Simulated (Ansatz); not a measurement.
Ansatz run, SrBr2

input.yaml (Ansatz 0.2.0)

```yaml
crystal:
  lattice:
    - [9.10052332, 0.0, 0.0]
    - [0.0, 11.29651917, 0.0]
    - [0.0, 0.0, 4.25350547]
  atoms:
    - { symbol: Sr, position: [0.111, 0.811, 0.25] }
    - { symbol: Sr, position: [0.889, 0.189, 0.75] }
    - { symbol: Sr, position: [0.611, 0.689, 0.75] }
    - { symbol: Sr, position: [0.389, 0.311, 0.25] }
    - { symbol: Br, position: [0.119, 0.103, 0.25] }
    - { symbol: Br, position: [0.881, 0.897, 0.75] }
    - { symbol: Br, position: [0.619, 0.397, 0.75] }
    - { symbol: Br, position: [0.381, 0.603, 0.25] }
    - { symbol: Br, position: [0.842, 0.614, 0.25] }
    - { symbol: Br, position: [0.158, 0.386, 0.75] }
    - { symbol: Br, position: [0.342, 0.886, 0.75] }
    - { symbol: Br, position: [0.658, 0.114, 0.25] }
  symmetry: { tolerance: 0.0003 }
kpoints:
  mp_grid: { grid: [3, 3, 6], shift: [0, 0, 0] }
  band_path:
    path:
      - [0.0, 0.0, 0.0]
      - [0.0, 0.5, 0.0]
      - [0.0, 0.5, 0.5]
      - [0.0, 0.0, 0.5]
      - [0.0, 0.0, 0.0]
      - [0.5, 0.0, 0.0]
      - [0.5, 0.5, 0.0]
      - [0.5, 0.5, 0.5]
      - [0.5, 0.0, 0.5]
      - [0.5, 0.0, 0.0]
      - [0.0, 0.5, 0.0]
    npoints: 6
magnetization:
  spin_polarized: false
scf:
  occupations: { method: fermi_dirac }
  lower_state_search: "off"
  max_iter: 200
hamiltonian:
  pseudopotentials: { kind: paw }
  xc: r2scan
basis:
  ecutwfc: 500
  fft_grid_basis: typed
output:
  forces: true
  stress: true
  eigenvalues: true
  bader: true
  populations: true
  elf: true
  write_potential: true
  volumetric_format: npy
  dos:
    e_range: [-12, 8]
    de: 0.05
    projected: { site_lists: { Br: [Br], Sr: [Sr] } }
checkpoint:
  read: saved_state
```

The saved state is an earlier solution for the same cell, perhaps on another mesh. 

Output (shortened):

```
Pseudopotentials: kind: paw
Pseudopotential: Sr, paw, valence charge 10, recommended cutoff 500 eV (meta_gga), Sr.paw.azcp
Pseudopotential: Br, paw, valence charge 7, recommended cutoff 500 eV (meta_gga), Br.paw.azcp
Functional definition: r2SCAN
  exchange = r2scan_x(k0 = k0, k1 = k1, a1 = a1)
  correlation = r2scan_c
Crystal: 12 atoms, lattice volume = 437.278 Å³
Basis set: ecut = 500 eV, 11115 PW (Γ), exchange–correlation on 288×360×128 points (64 copies of the dense FFT grid, shifted against one another)
Bands: 60, of which v1, the nominal top of the filled ones, is band 48 counted from 1 (47 counted from 0)
Symmetry: 8 space group operations
Space group: Pnma (ITA 62), of the structure as read, at distance tolerance 2.3e-3 Å
k-points: 16 of 54
Initial density: read from a saved state, or passed on in memory by an earlier SCF of this step, an earlier step, the calling program or the single point that the run made first
Functional: x = r2scan, c = r2scan; τ floored in thin density (d = 2e-4 eV/Å³)
SCF iter   1: F=-36591.1575 eV  Δρ=2.86e-4  dr2=2.04e-4  dr2_τ=4.87e-4
SCF iter   2: F=-36591.1577 eV  Δρ=1.41e-4  dr2=3.21e-5  dr2_τ=3.96e-5
SCF iter   3: F=-36591.1582 eV  Δρ=3.18e-5  dr2=3.14e-6  dr2_τ=1.66e-6
SCF iter   4: F=-36591.1582 eV  Δρ=5.23e-6  dr2=1.15e-7  dr2_τ=5.14e-8
SCF iter   5: F=-36591.1582 eV  Δρ=1.74e-6  dr2=7.79e-9  dr2_τ=4.45e-9
Free energy (F): -36591.1582 eV
Harris-Foulkes:  -36591.1582 eV  (|F-HF|=1.26e-8)
Internal energy: -36591.1582 eV  (E = F + TS)
E sigma→0 (E₀):  -36591.1582 eV
Fermi energy:    4.3844 eV
--- Per-component energies (eV) ---
  E_band       = -735.5494
  E_kinetic    = 2049.5423
  E_local      = -5066.9730  (includes V_loc(G=0)·N_el)
  E_nonlocal   = 1363.2971
  E_hartree    = 1358.2232
  E_xc         = -2663.4592
  E_vxc        = -1631.0406  (∫ρ·V_xc dr)
  E_paw        = -29023.7706  (= ΣΔE_a)
  E_vpaw       = -251.4005  (= ΣTr[D̂ρ^β])
  E_aug_tail   =  0.0000  (compensation charges beyond the density's cutoff)
  E_vtau       = 84.5788  (kinetic-family band-sum trace: ∫τ·v_τ [+ j·A + Jᵃ·Aᵃ] dr)
  E_ewald      = -4606.1683
  E_core_change = -1.8497  (= ΣΔE_core)
  E_smearing   =  0.0000  (= −TS)
--- Forces (eV/Å), atoms counted from 1 ---
  atom   1  Sr     0.0342     0.1496     0.0000
  atom   2  Sr    -0.0342    -0.1496     0.0000
  atom   3  Sr     0.0342    -0.1496     0.0000
  atom   4  Sr    -0.0342     0.1496     0.0000
  atom   5  Br    -0.0739     0.2047     0.0000
  atom   6  Br     0.0739    -0.2047     0.0000
  atom   7  Br    -0.0739    -0.2047     0.0000
  atom   8  Br     0.0739     0.2047     0.0000
  atom   9  Br     0.0217     0.2999     0.0000
  atom  10  Br    -0.0217    -0.2999     0.0000
  atom  11  Br     0.0217    -0.2999     0.0000
  atom  12  Br    -0.0217     0.2999     0.0000
--- Stress (GPa, compression-positive) ---
       -4.0395       0.0000       0.0000
        0.0000      -1.4536       0.0000
        0.0000       0.0000       1.6601
  P = ⅓ Tr σ = -1.2777 GPa (-12.777 kbar)
--- Löwdin populations: 12 sites ---
  site symbol       q [e]
     0     Sr      8.3893
     1     Sr      8.3893
     2     Sr      8.3893
     3     Sr      8.3893
     4     Br      7.6982
     5     Br      7.6982
     6     Br      7.6982
     7     Br      7.6982
     8     Br      7.7080
     9     Br      7.7080
    10     Br      7.7080
    11     Br      7.7080
  spilling = 0.0085 (of n_electrons = 96.0000)
--- Bader charges: 12 sites ---
  site symbol  charge [e]  shift [e]
     0     Sr      1.6192     0.0000
     1     Sr      1.6192     0.0000
     2     Sr      1.6191     0.0000
     3     Sr      1.6191     0.0000
     4     Br     -0.8126     0.0000
     5     Br     -0.8126     0.0000
     6     Br     -0.8126     0.0000
     7     Br     -0.8126     0.0000
     8     Br     -0.8066     0.0000
     9     Br     -0.8066     0.0000
    10     Br     -0.8066     0.0000
    11     Br     -0.8066     0.0000
```

Total energies depend on the potentials used, so only differences within one code and one set of settings carry meaning.

Origin: a database entry at a rescaled volume.
